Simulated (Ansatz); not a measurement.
GaNi:
```
CELL_PARAMETERS angstrom
      2.87291     0.00000     0.00000
      0.00000     2.87291     0.00000
      0.00000     0.00000     2.87291
ATOMIC_POSITIONS crystal
  Ga 0.00000 0.00000 0.00000
  Ni 0.50000 0.50000 0.50000
```

This is the PBEsol-relaxed structure.

### Question
All from the program Ansatz at the PBEsol level (PAW), unless another level is named. Predict the highest zone-centre frequency.

### Answer
213 cm⁻¹.

### Question
Predict the Debye temperature from the elastic constants.

### Answer
342 K.

Space group Pm-3m (CsCl type). The workflow started from a Materials Project entry (that database holds measured and hypothetical structures alike); the Crystallography Open Database files this formula in space group No. 221, but the cells were not matched. Its standing as an ambient phase is unchecked. The PBEsol relaxation kept the symmetry of its start; of distortions, only those at the zone centre were tested. No spin polarisation was allowed. As this level gives no gap, shear constants depend on the k-mesh and smearing (Fermi–Dirac, 0.1 eV here). As this level gives no gap, phonon frequencies hold no LO–TO term and depend on the k-mesh and smearing (Fermi–Dirac, 0.1 eV here).

Potentials: the later of the program's two PAW sets.
